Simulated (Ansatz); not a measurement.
Data:

PbS:
```
PbS
1.0
    4.09302     0.00000     0.00000
   -2.04651     3.54466     0.00000
    0.00000     0.00000     7.54038
Pb S
2 2
Cartesian
  0.00000   0.00000   7.43491
  0.00000   0.00000   3.66472
  0.00000   2.36311   1.45670
  2.04651   1.18155   5.22689
```

This is the r²SCAN+D4-relaxed structure. Cartesian axes are those of the cell as given.

Question: All from plane-wave PAW r²SCAN+D4 (Ansatz code), unless another level is named. Give the piezoelectric stress constants (proper, relaxed ions, C/m²).

Answer: e15 = e24 = 1.26, e31 = e32 = 1.12, e33 = 4.03.

Question: And the Hill bulk and shear moduli?

Answer: 35.8 and 18.1 GPa.

Question: Give the highest zone-centre frequency (without LO–TO term).

Answer: 249 cm⁻¹.

Space group P6_3mc. The workflow started from a Materials Project entry (that database holds measured and hypothetical structures alike); the Crystallography Open Database copy checked does not list it. It is not the phase usual at ambient conditions (space group No. 225). The r²SCAN+D4 relaxation kept the symmetry of its start; of distortions, only those at the zone centre were tested. Spin–orbit coupling is left out wherever it is not named.

Potentials: the later of the program's two PAW sets.
